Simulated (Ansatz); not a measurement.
CuI:
```yaml
crystal:
  lattice:
    - [4.19054, 0.00000, 0.00000]
    - [-2.09527, 3.62911, 0.00000]
    - [0.00000, 0.00000, 9.72409]
  atoms:
    - { symbol: Cu, position: [0.49983, 0.49983, 0.50000] }
    - { symbol: Cu, position: [0.50017, 0.00000, 0.83333] }
    - { symbol: Cu, position: [0.00000, 0.50017, 0.16667] }
    - { symbol: I, position: [0.49998, 0.49998, 0.00000] }
    - { symbol: I, position: [0.50002, 0.00000, 0.33333] }
    - { symbol: I, position: [0.00000, 0.50002, 0.66667] }
```

Relaxed with r²SCAN+D4. Special points in fractions of this cell's reciprocal vectors: Γ (0.000, 0.000, 0.000); M (0.500, 0.000, 0.000); K (0.333, 0.333, 0.000); A (0.000, 0.000, 0.500); L (0.500, 0.000, 0.500); H (0.333, 0.333, 0.500).

### Question
List the band energies nearest the valence-band maximum at these points for DFT-r²SCAN+D4 with spin–orbit coupling in the program Ansatz with PAW potentials.

### Answer
In eV from the valence-band maximum; about four levels below and three above (degenerate sets whole), none deeper than 8.9 eV; points with the same levels are listed once.

| k | below | above |
|---|---|---|
| Γ | -0.55 -0.55 -0.44 -0.44 | 1.17 1.17 3.14 3.14 |
| M | -1.22 -1.22 -1.08 -1.08 | 1.86 1.86 2.54 2.54 |
| K | -1.25 -1.25 -1.25 -1.16 | 1.84 1.84 2.85 |
| A | -1.17 -1.17 0.00 0.00 | 2.43 2.43 2.43 2.43 |
| L | -1.29 -1.29 -1.18 -1.18 | 1.68 1.68 2.58 2.58 |
| H | -1.42 -1.42 -0.82 -0.82 | 2.90 2.90 2.99 2.99 |

Space group P6_422. The start of the workflow was typed in or built on a structure type; neither database checked (COD, Materials Project) lists it. It is not the phase usual at ambient conditions (space group No. 216). The r²SCAN+D4 relaxation kept the symmetry of its start; its stability against distortions is not shown here. The workflow began spin-polarised and lost its moments. The volume moved by -31 % from the start of the relaxation. Point labels and valley counts follow the cell and symmetry of the run, lower than the named group.

Potentials: the later of the program's two PAW sets.
